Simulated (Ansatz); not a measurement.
## Is this Zr4B structure a true minimum?

It was reached by relaxing an invented guess, and it needn't be the stable form of this composition.

Method: DFT PBE, scalar-relativistic, plane waves, PAW in Ansatz 0.2.0. Settings: cutoff 420 eV, Γ-centred mesh 12×12×4 on the computed 5-atom cell, Gaussian smearing of 0.10 eV; no spin polarisation.

The cell below (5 atoms, space group P-3m1 (No. 164)) is relaxed within its symmetry.

```cif
data_structure
_symmetry_space_group_name_H-M 'P 1'
_symmetry_Int_Tables_number 1
_cell_length_a 3.3671
_cell_length_b 3.3671
_cell_length_c 10.4975
_cell_angle_alpha 90.000
_cell_angle_beta 90.000
_cell_angle_gamma 120.000
_cell_volume 103.07
loop_
_atom_site_label
_atom_site_type_symbol
_atom_site_fract_x
_atom_site_fract_y
_atom_site_fract_z
_atom_site_occupancy
Zr1 Zr 0.33333 0.66667 0.87237 1
Zr2 Zr 0.33333 0.66667 0.38488 1
Zr3 Zr 0.66667 0.33333 0.12763 1
Zr4 Zr 0.66667 0.33333 0.61512 1
B1 B 0.00000 0.00000 0.00000 1
```

For the test a repeat of it with 10 atoms (edges 3.37, 3.37, 20.99 Å) was strained at random (σ = 1.5 % a component), the atoms were moved at random (σ = 0.15 Å), and all was relaxed again on a coarse 6×6×1 mesh (in the run’s order of axes) with 0.20 eV smearing, with no symmetry imposed.

Task: Does it come back?

Result: It returns, within 1 meV/atom of the unmoved cell on that mesh and with the same symmetry when read at 0.1 Å (P1 at 0.01 Å, so small strains and shifts remain). No instability shows in this cell; modes of other wave vectors, which need another repeat, aren't tested.
